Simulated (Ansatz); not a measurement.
A geometry of YF3 away from equilibrium: step 15 of the relaxation of a relaxed YF3 cell, doubled along one cell vector, shaken by Gaussian noise of σ = 0.08 Å a coordinate. Level of theory: PBEsol (plane waves to 420 eV, PAW, scalar-relativistic; Ansatz, a program for electronic structure). Γ-centred k-mesh 7×7×4 on the run's cell (coarser than for final values), Fermi–Dirac smearing 0.05 eV.

```xyz
8
Lattice="-0.5384 3.5203 4.3423 1.4147 0.0580 4.0328 3.6733 6.8010 -0.2989" Properties=species:S:1:pos:R:3:forces:R:3 pbc="T T T" free_energy=-12408.566 pressure_GPa=2.8
F      1.1700     2.3564     6.7626    0.0035   -0.0019   -0.0001
F      2.7023     5.6168     6.2230    0.0039   -0.0027   -0.0092
F      0.6485     4.5326     5.4735   -0.0035    0.0018    0.0002
F      2.7895     8.0732     5.7142   -0.0039    0.0028    0.0092
F      2.3284     3.5534     3.7297    0.0072    0.0027   -0.0080
F      3.7018     6.6162     3.8652   -0.0072   -0.0027    0.0080
Y      1.3884     3.3557     1.7524   -0.0006   -0.0002    0.0005
Y      3.2271     6.7560     1.8097    0.0006    0.0002   -0.0005
```

Positions in Å, forces in eV/Å, free energy of the cell in eV (comparable only within this code, potentials and settings). Largest force: 0.01 eV/Å, on F5, F6 (atoms numbered as listed); the geometry lies 0.04 eV/atom above the end of its relaxation.

No spin polarisation in the result.

The end of the path is a generated cell of YF3: the first start was made by a random draw of sites in a space group, and the end was not matched to a known phase here, so it may be hypothetical.
